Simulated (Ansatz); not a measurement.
Bi2Te3:
```
Bi2Te3
1.0
    2.20035     1.27037    10.53274
   -2.20035     1.27037    10.53274
    0.00000    -2.54074    10.53274
Bi Te
2 3
Direct
  0.39800   0.39800   0.39800
  0.60200   0.60200   0.60200
  0.00000   0.00000   0.00000
  0.21456   0.21456   0.21456
  0.78544   0.78544   0.78544
```

Relaxed with r²SCAN+D4.

Map the electron localisation function on the plane through (0.398, 0.398, 0.398) spanned by u = [1, 0, 0] and v = [-1, 1, 1] in lattice vectors, from the program Ansatz at the r²SCAN+D4 level (PAW).

x is the fraction of u, y of v (the angle between them is 39°; rows are the nearest grid lines); atoms in the plane: Bi at (0.00, 0.00), Bi at (0.41, 0.20), Te at (0.20, 0.60), Te at (0.63, 0.82), Te at (0.77, 0.39).
```
y \ x   0.000  0.100  0.175  0.275  0.375  0.450  0.550  0.625  0.725  0.825  0.900   1.00
------  -----  -----  -----  -----  -----  -----  -----  -----  -----  -----  -----  -----
1.00    0.714  0.367  0.078  0.015  0.433  0.676  0.540  0.239  0.037  0.070  0.437  0.714
0.925   0.475  0.376  0.283  0.046  0.099  0.720  0.437  0.598  0.085  0.020  0.074  0.475
0.850   0.229  0.398  0.354  0.086  0.025  0.454  0.316  0.013  0.581  0.033  0.072  0.229
0.775   0.666  0.642  0.267  0.061  0.029  0.020  0.766  0.189  0.308  0.350  0.061  0.666
0.700   0.578  0.414  0.512  0.267  0.019  0.019  0.042  0.718  0.503  0.626  0.117  0.578
0.625   0.103  0.504  0.004  0.520  0.087  0.052  0.309  0.138  0.445  0.617  0.286  0.103
0.550   0.024  0.462  0.474  0.093  0.618  0.059  0.551  0.633  0.580  0.063  0.086  0.024
0.450   0.021  0.037  0.122  0.659  0.661  0.398  0.175  0.561  0.078  0.728  0.118  0.021
0.375   0.024  0.059  0.172  0.351  0.340  0.323  0.033  0.356  0.265  0.063  0.742  0.024
0.300   0.349  0.036  0.119  0.446  0.475  0.250  0.023  0.023  0.550  0.322  0.507  0.349
0.225   0.649  0.019  0.040  0.299  0.107  0.365  0.111  0.031  0.075  0.565  0.670  0.649
0.150   0.339  0.044  0.009  0.054  0.429  0.111  0.423  0.077  0.063  0.371  0.366  0.339
0.0750  0.436  0.075  0.014  0.016  0.193  0.343  0.423  0.233  0.055  0.352  0.383  0.436
0.000   0.714  0.367  0.078  0.015  0.433  0.676  0.540  0.239  0.037  0.070  0.437  0.714
```

The density is the valence pseudo-density with augmentation charge, so density and ELF within about 1 Å of a nucleus are not all-electron values.

Space group R-3m. The r²SCAN+D4 relaxation kept the symmetry of its start. Scalar-relativistic: spin–orbit coupling is off unless named, which matters more the heavier the elements.

Potentials: the later of the program's two PAW sets.
